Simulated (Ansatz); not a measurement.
Rb2TaCuS4 in space group Fddd (No. 70; Rb on 16g, Ta on 8a, Cu on 8b, S on 32h), DFT-LDA in the program Ansatz with PAW potentials, all energies at zero smearing, with the estimated change up to a 700 eV cutoff added, with one set of potentials and settings (totals compare only within such a set). Cell of 16 atoms (4 Rb, 2 Ta, 2 Cu, 8 S): -52133.586 eV.

```tsv
element	reference phase	E (eV/atom)
Rb	Im-3m, 1 atoms in the cell	-3170.7586
Ta	Im-3m, 1 atoms in the cell	-9682.6136
Cu	Fm-3m, 1 atoms in the cell	-6555.7242
S	Fddd, 32 atoms in the cell	-869.4931
```

Formation energy per atom, worked out: (-52133.586 − 4×(-3170.7586) − 2×(-9682.6136) − 2×(-6555.7242) − 8×(-869.4931))/16 = -1.121 eV/atom (-108 kJ per mol of atoms), at 0 K, without zero-point energy or fitted corrections.

The first step of the workflow began from a Materials Project structure, measured or hypothetical; the Crystallography Open Database files this formula in space group No. 70, but the cells were not matched. Its standing as an ambient phase is unchecked. The LDA relaxation kept the symmetry of its start; its stability against distortions is not shown here. The run is not spin-polarised. The references are the lowest solids computed at this level, not always the standard phases. Spin–orbit coupling is left out wherever it is not named.

Potentials: the later of the program's two PAW sets.
